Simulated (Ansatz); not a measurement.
KTaO3:
Space group Pm-3m (No. 221); a = 3.989 Å, b = 3.989 Å, c = 3.989 Å, α = 90.00°, β = 90.00°, γ = 90.00°

```json
[
 {"atom": "K", "site": "1b", "symmetry": "m-3m", "x": "0.5000", "y": "0.5000", "z": "0.5000"},
 {"atom": "Ta", "site": "1a", "symmetry": "m-3m", "x": "0.0000", "y": "0.0000", "z": "0.0000"},
 {"atom": "O", "site": "3d", "symmetry": "4/mm.m", "x": "0.0000", "y": "0.0000", "z": "0.5000"}
]
```

Relaxed with r²SCAN.

### Question
Give the optical modes at the zone centre with their infrared and Raman activity from DFPT, r²SCAN in the plane-wave PAW code Ansatz.

### Answer
Transverse frequencies, without the LO–TO term; a row sums one degenerate level.

| ω (cm⁻¹) | degeneracy | IR ((D/Å)²/amu) | Raman (Å⁴/amu) | activity | symmetry |
|---|---|---|---|---|---|
| 33 | 3 | 150.08 | 0 | IR | T1u |
| 192 | 3 | 17.66 | 0 | IR | T1u |
| 273 | 3 | 0.00 | 0 | silent | T2u |
| 532 | 3 | 62.14 | 0 | IR | T1u |

### Question
How high does the top mode go among those that the LO–TO term moves?

### Answer
801 cm⁻¹ for q along x.

The cell was relaxed with r²SCAN under the symmetry of its start; phonons on a q-mesh show no instability. No spin polarisation was allowed. Scalar-relativistic: spin–orbit coupling is off unless named, which matters more the heavier the elements.

Potentials: the earlier of the program's two PAW sets.
